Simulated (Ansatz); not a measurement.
Cs₂RbAsF₆:
Space group Fm-3m (No. 225); a = 9.4309 Å, b = 9.4309 Å, c = 9.4309 Å, α = 90.00°, β = 90.00°, γ = 90.00°

| atom | site | symmetry | x | y | z |
|---|---|---|---|---|---|
| Cs | 8c | -43m | 0.2500 | 0.2500 | 0.2500 |
| Rb | 4b | m-3m | 0.5000 | 0.5000 | 0.5000 |
| As | 4a | m-3m | 0.0000 | 0.0000 | 0.0000 |
| F | 24e | 4m.m | 0.0000 | 0.0000 | 0.2181 |
(The calculation used a cell of 10 atoms; values per cell refer to that cell.)

Relaxed with r²SCAN.

Task: Tabulate the valence density and the electron localisation function along the shortest Cs–F contact (3.35 Å), r²SCAN in the plane-wave PAW code Ansatz.

Result: 

```csv
distance from Cs (Å),density (e/Å³),ELF
0.33,0.44,0.08
0.50,0.90,0.48
0.67,1.14,0.79
0.84,1.04,0.88
1.00,0.73,0.90
1.17,0.42,0.86
1.34,0.22,0.73
1.51,0.12,0.36
1.67,0.07,0.06
1.84,0.05,0.02
2.01,0.06,0.04
2.18,0.11,0.24
2.34,0.23,0.55
2.51,0.55,0.73
2.68,1.36,0.81
2.85,3.60,0.82
3.01,7.90,0.73
```

The density is the valence pseudo-density with augmentation charge, so density and ELF within about 1 Å of a nucleus are not all-electron values.

The workflow started from a Materials Project entry (that database holds measured and hypothetical structures alike); the Crystallography Open Database copy checked does not list it. Its standing as an ambient phase is unchecked. The r²SCAN relaxation kept the symmetry of its start; whether a distortion lowers the energy is not shown. Spin–orbit coupling is left out wherever it is not named.

Potentials: the later of the program's two PAW sets.
